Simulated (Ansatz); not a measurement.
A trial structure of Li3B2H was built thus: close-packed metal layers stacked ABC, with sites between them filled layer by layer (P-3m1, No. 164) (elements of the layers in order: Li Li Li). Lengths were set from tabulated atomic sizes, so they are only a guess.

```xyz
6
Lattice="3.2898 0.0000 0.0000 -1.6449 2.8491 0.0000 0.0000 0.0000 8.1292" Properties=species:S:1:pos:R:3 pbc="T T T"
Li    0.0000    1.8994    6.8322
Li    1.6449    0.9497    1.2970
Li    0.0000    0.0000    4.0646
B     0.0000    1.8994    2.6808
B     1.6449    0.9497    5.4484
H     0.0000    0.0000    0.0000
```

Computed with DFT PBE, scalar-relativistic, plane waves, PAW in Ansatz. Cutoff 420 eV, Gaussian smearing, Γ-centred meshes. Cell and atoms relax first on a coarse mesh and then on a finer one. In between, the cell is made exact in the group found at 0.06 Å. In metals the finer mesh still leaves noise of several meV/atom or more. The steps can't lower the symmetry of their start. No spin polarisation.

A guess keeps its type if space group and coordination stay and the shape of the cell changes little (axis ratios within about 15 %, angles within 6°); the volume may change.

Problem. Does this structure survive the relaxation?

Solution. It doesn't keep its type. The symmetry stays P-3m1 (No. 164). The volume per atom shrinks by 36.7 %, from 12.7 to 8.0 Å³. The shortest distance goes from 2.30 Å (Li–H) to 1.80 Å (Li–H). The ratio c/a of the conventional cell changes by a factor of 1.72. Counting neighbours within 15 % of an atom's shortest distance, the start has B 6, H 6, Li 6 and the end B 12, H 6, Li 3/12. In detail, at the end Li on a site of symmetry 3m is surrounded by 3 H at 1.80 Å, 6 Li at 2.36 Å and 3 B at 2.36 Å; around B lie 6 Li at 2.34–2.36 Å and 6 B at 2.36 Å; H has 6 Li at 1.80 Å; 1 more site not described.

```
CELL_PARAMETERS angstrom
2.35537 0.00000 0.00000
-1.17769 2.03981 0.00000
0.00000 0.00000 10.03539
ATOMIC_POSITIONS crystal
Li 0.33333 0.66667 0.88285
Li 0.66667 0.33333 0.11715
Li 0.00000 0.00000 0.50000
B 0.33333 0.66667 0.30977
B 0.66667 0.33333 0.69023
H 0.00000 0.00000 0.00000
```

Energies over the elements count from the elements' standard structures at the same level (H₂ as a molecule), with no fitted energy shifts.

Problem. At what energy does it end?

Solution. +0.55 eV/atom. A positive value: parting into the elements would lower its energy.

The last run used an 18×18×4 mesh (in the run's order of axes) for its 6-atom cell and Gaussian smearing of 0.10 eV. With hydrogen, zero-point motion can shift formation energies by some tens of meV/atom. Symmetry constrained the relaxation, so the result can be a saddle point.

In counts of neighbours, a slash parts the counts of unlike sites.
